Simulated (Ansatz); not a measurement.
ZrN (CsCl type, space group No. 221), PBE (plane waves, PAW; program Ansatz), all energies at zero smearing, with the estimated change up to a 700 eV cutoff added, with one set of potentials and settings (totals compare only within such a set). Cell of 2 atoms (1 Zr, 1 N): -4569.518 eV.

```
element                reference phase  E (eV/atom)
-------  -----------------------------  -----------
Zr       P6_3/mmc, 2 atoms in the cell   -4183.8362
N            Pa-3, 8 atoms in the cell    -384.0325
```

Formation energy per atom, worked out: (-4569.518 − 1×(-4183.8362) − 1×(-384.0325))/2 = -0.824 eV/atom (-80 kJ per mol of atoms), at 0 K, without zero-point energy or fitted corrections.

Space group Pm-3m (CsCl type). A made-up cell: these elements were put on the sites of a structure type; neither database checked (COD, Materials Project) lists it. It is not the phase usual at ambient conditions (space group No. 225). Symmetry was held in the PBE relaxation; whether a distortion lowers the energy is not shown. No spin polarisation was allowed. The references are the lowest solids computed at this level, not always the standard phases (solids in place of the gases).

Potentials: the later of the program's two PAW sets.
